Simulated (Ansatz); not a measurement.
The relaxed structure here is a generated cell of SiS2: the first start was made by placing the elements on the sites of a structure type, and the end was not matched to a known phase here, so it may be hypothetical.

A relaxed structure of SiS$_{2}$. Space group I4₁/amd (No. 141), anatase type. Method: r2SCAN (plane waves to 500 eV, PAW, scalar-relativistic; Ansatz, a program for electronic structure).

```cif
data_S8Si4
_chemical_formula_sum 'Si4 S8'
_space_group_name_H-M_alt 'I41/amd :1'
_space_group_IT_number 141
_space_group_name_Hall 'I 4bw 2bw -1bw'
_cell_length_a 4.72645
_cell_length_b 4.72645
_cell_length_c 10.13815
_cell_angle_alpha 90.000
_cell_angle_beta 90.000
_cell_angle_gamma 90.000
loop_
_atom_site_label
_atom_site_type_symbol
_atom_site_symmetry_multiplicity
_atom_site_Wyckoff_symbol
_atom_site_fract_x
_atom_site_fract_y
_atom_site_fract_z
_atom_site_occupancy
Si1 Si 4 b 0.00000 0.00000 0.50000 1
S1 S 8 e 0.00000 0.00000 0.28721 1
```
(The calculation used a cell of 6 atoms; values per cell refer to that cell.)

```json
{
  "volume_per_atom": "18.87 Å³",
  "band_gap": "1.28 eV, indirect (valence top at P, conduction bottom at 86 % of the way from Γ to M) (no spin-orbit coupling)",
  "smallest_direct_gap": "1.78 eV at Γ",
  "shortest_distances": "S–Si 2.16 Å; S–S 2.96 Å; Si–Si 3.47 Å",
  "k-mesh": "10×10×10"
}
```

Band energies at high-symmetry points (eV from the VBM; labels of this space group; no spin-orbit coupling), from −5 eV up to 4.9 eV:

```tsv
point	energies
Γ	-4.10 -2.31 -0.91 -0.91 -0.29 -0.29 1.49 2.85 4.81
X	-5.00 -5.00 -3.78 -3.78 -1.99 -1.99 -1.49 -1.49 -0.19 -0.19 2.49 2.49 3.65 3.65
P	-3.06 -3.06 -2.30 -2.30 -1.81 -1.81 0.00 0.00 2.55 2.55 3.37 3.37
N	-4.73 -4.65 -4.12 -2.39 -1.88 -1.76 -1.58 -1.26 -1.08 2.38 2.53 4.18 4.28
M	-4.20 -4.20 -3.59 -3.59 -1.85 -1.85 -0.64 -0.64 1.29 1.29
S	-4.71 -4.11 -3.95 -3.82 -2.11 -1.52 -1.31 -0.92 -0.91 1.46 2.96 3.24 4.77
S0	-4.71 -4.11 -3.95 -3.82 -2.11 -1.52 -1.31 -0.92 -0.91 1.46 2.96 3.24 4.77
R	-4.96 -4.96 -3.97 -3.97 -2.50 -2.50 -1.26 -1.26 -0.21 -0.21 2.84 2.84 3.02 3.02
```

No spin polarisation in the result.

The run could not lower the symmetry of its start; a shaken copy of this end point relaxes with r2SCAN to Ibam (No. 72), 0.419 eV/atom lower.
